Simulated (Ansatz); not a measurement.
Values for one crystal, relaxed and computed with DFT-r²SCAN in the program Ansatz with PAW potentials; other levels are named.

| Property | Value |
|---|---|
| Volume per atom | 11.51 Å³ |
| Electronic character | metallic (no gap) |
| Density of states at the Fermi level | 0.25 states/eV per atom (mean over ±0.08 eV) |
| Formation energy from the elements (no fitted shifts) | -0.086 eV/atom |

Pick the material that matches.
(A) Ti2Sb, I4/mmm (Ti on 4e, Ti on 4c, Sb on 4e)
(B) EuSi, Cmcm (Eu on 4c, Si on 4c)
(C) Re2C, P6_3/mmc (Re on 4f, C on 2c)
(D) EuF2, fluorite

C, Re2C, P6_3/mmc (Re on 4f, C on 2c)

The workflow started from a Materials Project entry (that database holds measured and hypothetical structures alike); the Crystallography Open Database copy checked does not list it. Its standing as an ambient phase is unchecked. Symmetry was held in the r²SCAN relaxation; its stability against distortions is not shown here. The run is not spin-polarised. The references are the lowest solids computed at this level, not always the standard phases. Scalar-relativistic: spin–orbit coupling is off unless named, which matters more the heavier the elements.

Potentials: the later of the program's two PAW sets.
